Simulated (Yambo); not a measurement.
Consider the following.

```
CELL_PARAMETERS angstrom
     -1.77445     2.38658     2.63334
      1.77445    -2.38658     2.63334
      1.77445     2.38658    -2.63334
ATOMIC_POSITIONS crystal
  Li 0.73857 0.23857 0.50000
  Li 0.26143 0.76143 0.50000
  C  0.86823 0.00000 0.86823
  C  0.13177 0.00000 0.13177
```

Workflow: norm-conserving PBEsol (Quantum ESPRESSO, 82 Ry, no spin-orbit coupling), then G0W0 in Yambo (6×6×6 Γ-centred k mesh, bands 3 to 82 and a 8 Ry block in the screening, 82 bands in G with the Bruneval-Gonze terminator, plasmon pole fitted at 27.2 eV).

Q: Give the PBEsol and G0W0 gaps between the band edges found on this mesh, and say where the edges lie.

A: Edges: (0.167, 0.167, 0.333) → Γ. PBEsol: 3.15 eV; G0W0: 5.42 eV. Convergence of the G0W0 settings was not tested. 

Geometry strained from the cell relaxed with PBEsol, atoms relaxed again.
